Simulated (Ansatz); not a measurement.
Total density of states per atom from r²SCAN in the plane-wave PAW code Ansatz, in 0.25 eV bins, energy from the Fermi level:

```
E (eV)  states/eV/atom
------  --------------
-7.85             0.65
-7.60             0.88
-7.35             1.22
-7.10             1.17
-6.85             1.58
-6.60             2.00
-6.35             1.10
-6.10             0.45
-5.85             0.11
-5.60             0.21
-5.35             0.12
-5.10             0.11
-4.85             0.08
-4.60             0.08
-4.35             0.08
-4.10             0.07
-3.85             0.06
-3.60             0.06
-3.35             0.18
-3.10             0.33
-2.85             0.38
-2.60             0.46
-2.35             0.69
-2.10             0.68
-1.85             0.50
-1.60             0.46
-1.35             0.56
-1.10             0.32
-0.85             0.18
-0.60             0.09
-0.35             0.16
-0.10             0.16
0.15              0.17
0.40              0.26
0.65              0.38
0.90              0.51
1.15              0.61
1.40              0.58
1.65              0.43
1.90              0.33
2.15              0.22
2.40              0.27
2.65              0.29
2.90              0.37
3.15              0.42
3.40              0.45
3.65              0.41
3.90              0.39
4.15              0.39
4.40              0.45
4.65              0.59
4.90              0.48
```

Task: Which compound is it?
A. TaF3, ReO3 type
B. NbNF2, P4/mmm (Nb on 1a, N on 1b, F on 2f)
C. Rb2NbF6, P-3m1 (Rb on 2d, Nb on 1a, F on 6i)
D. Si3N4, Fd-3m (Si on 16c, Si on 8b, N on 32e)

Result: B, NbNF2, P4/mmm (Nb on 1a, N on 1b, F on 2f). Within 0.5 eV of the Fermi level: Nb 4d 59 %, N 2p 34 %. Projections are on Löwdin-orthogonalised atomic valence shells; empty p or d shells of many metals are not among them.

The start of the workflow was typed in or built on a structure type; neither database checked (COD, Materials Project) lists it. Its standing as an ambient phase is unchecked. The cell was relaxed with r²SCAN under the symmetry of its start; whether a distortion lowers the energy is not shown. The workflow began spin-polarised and lost its moments. The cell computed holds one magnetic atom, so no antiferromagnetic order was within reach. Other orbital occupations within this spin state were not tried. Spin–orbit coupling is left out wherever it is not named.

Potentials: the later of the program's two PAW sets.
